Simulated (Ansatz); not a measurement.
ZrC (rock salt, Fm-3m) at seven volumes, the program Ansatz at the r²SCAN level (PAW), scaled uniformly. One row is withheld.

| V (Å³/atom) | P (GPa) |
|---|---|
| 11.896 | 26.12 |
| 12.288 | 16.06 |
| 12.680 | 7.42 |
| 13.072 | 0.00 |
| 13.464 | -6.40 |
| 13.857 | -11.92 |
| 14.249 | ? |

Question: Fit the shown pressures and predict the withheld one.

Answer: P = (3/2)B₀(x^(7/2) − x^(5/2))[1 + (3/4)(B′ − 4)(x − 1)] with x = (V₀/V)^(2/3). Least squares on the six rows gives V₀ = 13.072 Å³/atom, B₀ = 230 GPa, B′ = 3.99. At V = 14.249, x = 0.9441 and P = -16.70 GPa. The run itself gave -16.66 GPa.

Symmetry was held in the r²SCAN relaxation; of distortions, only those at the zone centre were tested. No spin polarisation was allowed.

Potentials: the later of the program's two PAW sets.
